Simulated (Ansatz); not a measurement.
Hf₃N₄:
```xyz
14
Lattice="-3.3540 3.3540 3.3540 3.3540 -3.3540 3.3540 3.3540 3.3540 -3.3540" Properties=species:S:1:pos:R:3 pbc="T T T"
Hf     2.5155     0.0000     1.6770
Hf     0.8385     0.0000     5.0310
Hf     1.6770     2.5155     0.0000
Hf     5.0310     0.8385     0.0000
Hf     0.0000     1.6770     2.5155
Hf     0.0000     5.0310     0.8385
N      0.4350     0.4350     0.4350
N     -0.4350     2.9191     0.4350
N      2.9191     0.4350    -0.4350
N      0.4350    -0.4350     2.9191
N      2.1120     2.1120     2.1120
N      1.2420     4.5961    -1.2420
N     -1.2420     1.2420     4.5961
N      4.5961    -1.2420     1.2420
```

Relaxed with r²SCAN.

**Question.** Give the Bader charges and basin volumes of the independent atoms, r²SCAN in the plane-wave PAW code Ansatz.

**Answer.** 

```tsv
atom	Bader charge (e)	Bader volume (Å³)
Hf1	+2.37	10.0
N7	-1.78	11.4
```

Space group I-43d. Symmetry was held in the r²SCAN relaxation. The run is not spin-polarised. Spin–orbit coupling is left out wherever it is not named.

Potentials: the later of the program's two PAW sets.
